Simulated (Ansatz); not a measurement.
Y4S3N2:
```cif
data_N4S6Y8
_chemical_formula_sum 'Y8 S6 N4'
_space_group_name_H-M_alt 'C2/m'
_space_group_IT_number 12
_space_group_name_Hall '-C 2y'
_cell_length_a 12.93972
_cell_length_b 3.83455
_cell_length_c 9.86966
_cell_angle_alpha 90.000
_cell_angle_beta 128.313
_cell_angle_gamma 90.000
loop_
_atom_site_label
_atom_site_type_symbol
_atom_site_symmetry_multiplicity
_atom_site_Wyckoff_symbol
_atom_site_fract_x
_atom_site_fract_y
_atom_site_fract_z
_atom_site_occupancy
Y1 Y 4 i 0.23961 0.00000 0.35138 1
Y2 Y 4 i 0.43686 0.00000 0.14610 1
S1 S 2 a 0.00000 0.00000 0.00000 1
S2 S 4 i 0.17390 0.00000 0.78404 1
N1 N 4 i 0.35659 0.00000 0.63848 1
```
(The calculation used a cell of 9 atoms; values per cell refer to that cell.)

Relaxed with PBE.

Question: Which orbitals make up the states near the band edges in plane-wave PAW PBE (Ansatz code)?

Answer: Top 1 eV of the valence band: N 2p 57 %, S 3p 23 %, Y 4d 16 %. Bottom 1 eV of the conduction band: Y 4d 79 %, S 3p 9 %, outside the projected shells 5 %. Projections are on Löwdin-orthogonalised atomic valence shells; empty p or d shells of many metals are not among them.

Question: Tabulate the density of states.

Answer: States/eV per cell of 9 atoms, in 0.25 eV bins, energy from the valence-band maximum.

```
E (eV)  total  Y 4d  S 3p  N 2p
------  -----  ----  ----  ----
-7.85    0.00  0.00  0.00  0.00
-7.60    0.00  0.00  0.00  0.00
-7.35    0.00  0.00  0.00  0.00
-7.10    0.00  0.00  0.00  0.00
-6.85    0.00  0.00  0.00  0.00
-6.60    0.00  0.00  0.00  0.00
-6.35    0.00  0.00  0.00  0.00
-6.10    0.00  0.00  0.00  0.00
-5.85    0.00  0.00  0.00  0.00
-5.60    0.00  0.00  0.00  0.00
-5.35    0.00  0.00  0.00  0.00
-5.10    0.00  0.00  0.00  0.00
-4.85    0.00  0.00  0.00  0.00
-4.60    0.00  0.00  0.00  0.00
-4.35    0.00  0.00  0.00  0.00
-4.10    2.06  0.43  1.30  0.07
-3.85    4.26  0.82  2.71  0.17
-3.60    7.07  1.34  4.60  0.37
-3.35    6.37  1.12  4.36  0.30
-3.10    5.40  0.87  3.80  0.26
-2.85    4.35  0.79  2.99  0.25
-2.60   10.91  2.36  7.33  0.72
-2.35    9.66  2.09  6.32  0.87
-2.10   11.79  2.50  7.51  1.42
-1.85    9.17  2.13  4.73  2.05
-1.60    9.81  2.31  2.57  4.45
-1.35    6.62  1.50  1.65  3.17
-1.10    9.87  2.13  1.98  5.36
-0.85   11.82  2.18  2.72  6.52
-0.60    8.49  1.17  1.84  5.14
-0.35    1.83  0.22  0.46  1.08
-0.10    0.51  0.05  0.14  0.30
0.15     0.00  0.00  0.00  0.00
0.40     0.00  0.00  0.00  0.00
0.65     0.00  0.00  0.00  0.00
0.90     0.00  0.00  0.00  0.00
1.15     0.00  0.00  0.00  0.00
1.40     0.19  0.14  0.02  0.01
1.65     1.05  0.82  0.12  0.04
1.90     1.13  0.91  0.12  0.03
2.15     0.99  0.80  0.08  0.04
2.40     1.71  1.33  0.10  0.14
2.65     2.80  2.13  0.16  0.21
2.90     3.55  2.80  0.23  0.14
3.15     4.75  3.63  0.23  0.25
3.40     7.78  5.73  0.37  0.30
3.65     7.59  5.75  0.46  0.27
3.90     8.07  6.16  0.47  0.29
4.15     7.00  5.25  0.39  0.23
4.40     9.14  6.90  0.44  0.37
4.65     8.90  6.63  0.41  0.40
4.90    11.26  8.25  0.52  0.45
5.15    11.51  8.35  0.51  0.41
5.40    11.87  8.51  0.53  0.44
5.65    10.25  7.00  0.52  0.49
5.90     8.84  5.49  0.51  0.47
6.15     6.94  3.89  0.38  0.53
```

The workflow started from a Materials Project entry (that database holds measured and hypothetical structures alike); the Crystallography Open Database copy checked does not list it. Whether it is the stable phase at ambient conditions was not checked. The cell was relaxed with PBE under the symmetry of its start; its stability against distortions is not shown here. The run is not spin-polarised. Spin–orbit coupling is left out wherever it is not named.

Potentials: the later of the program's two PAW sets.
